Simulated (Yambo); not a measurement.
WS2 (space group P6_3/mmc, No. 194): the exchange self-energy on LDA orbitals (Yambo, 6×6×1 mesh) holds the Coulomb divergence, which is integrated with random points (RandQpts).

```tsv
random points	exchange-only gap Γ → (0.167, 0.167, 0) (eV)	shift of the valence edge (eV)	gap against the reference (meV)
1,000	5.78	-0.54	81
10,000	5.72	-0.44	21
100,000	5.71	-0.43	12
1,000,000	5.70	-0.41	2
5,000,000	5.70	-0.41	reference
```

From 100,000 points on, the gap stays within 20 meV of the run with most points. The error is statistical; each row is a single draw, so the rows fix no rate of convergence.

Spin-orbit coupling is not included.

Geometry of the Materials Project entry, not relaxed at this level; primitive cell a = b = 3.1842 Å, c = 12.9783 Å, α = β = 90.00°, γ = 120.00°.

A shift is the quasiparticle energy of the state minus its LDA energy.

The distance between layers or molecules is the database entry's, not relaxed here. Functionals without dispersion can leave it too large, which widens gaps and weakens the response across layers: the numbers belong to this cell.
